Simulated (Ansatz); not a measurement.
Consider the following.

Ta$_{2}$O$_{5}$:
```cif
data_O10Ta4
_chemical_formula_sum 'Ta4 O10'
_space_group_name_H-M_alt 'P 1'
_space_group_IT_number 1
_cell_length_a 6.21081
_cell_length_b 7.32747
_cell_length_c 3.78799
_cell_angle_alpha 90.000
_cell_angle_beta 90.000
_cell_angle_gamma 90.000
loop_
_space_group_symop_operation_xyz
  'x, y, z'
loop_
_atom_site_label
_atom_site_type_symbol
_atom_site_fract_x
_atom_site_fract_y
_atom_site_fract_z
_atom_site_occupancy
Ta1 Ta 0.77551 0.61904 0.00000 1
Ta2 Ta 0.72449 0.11904 0.00000 1
Ta3 Ta 0.22449 0.38096 0.00000 1
Ta4 Ta 0.27551 0.88096 0.00000 1
O1 O 0.80156 0.65664 0.50000 1
O2 O 0.69844 0.15664 0.50000 1
O3 O 0.19844 0.34336 0.50000 1
O4 O 0.30156 0.84336 0.50000 1
O5 O 0.50000 0.50000 0.00000 1
O6 O 0.88955 0.35988 0.00000 1
O7 O 0.00000 0.00000 0.00000 1
O8 O 0.38955 0.14012 0.00000 1
O9 O 0.61045 0.85988 0.00000 1
O10 O 0.11045 0.64012 0.00000 1
```

This is the r²SCAN-relaxed structure.

Problem. All from r²SCAN in the plane-wave PAW code Ansatz, unless another level is named. Give the hole effective mass.

Solution. 1.1, 2.4, 2.8 mₑ (principal values).

Problem. What about the formation energy from the elements (no fitted shifts)?

Solution. -3.04 eV/atom.

Space group Pbam. The first step of the workflow began from a Materials Project structure, measured or hypothetical; the Crystallography Open Database copy checked does not list it. COD files the formula under space group No. 49. Its standing as an ambient phase is unchecked. The cell was relaxed with r²SCAN under the symmetry of its start; its stability against distortions is not shown here. The run is not spin-polarised. The references are the lowest solids computed at this level, not always the standard phases (solids in place of the gases). Scalar-relativistic: spin–orbit coupling is off unless named, which matters more the heavier the elements.

Potentials: the later of the program's two PAW sets.

Edges and masses are those of Kohn–Sham bands, whose gap is no quasiparticle gap.
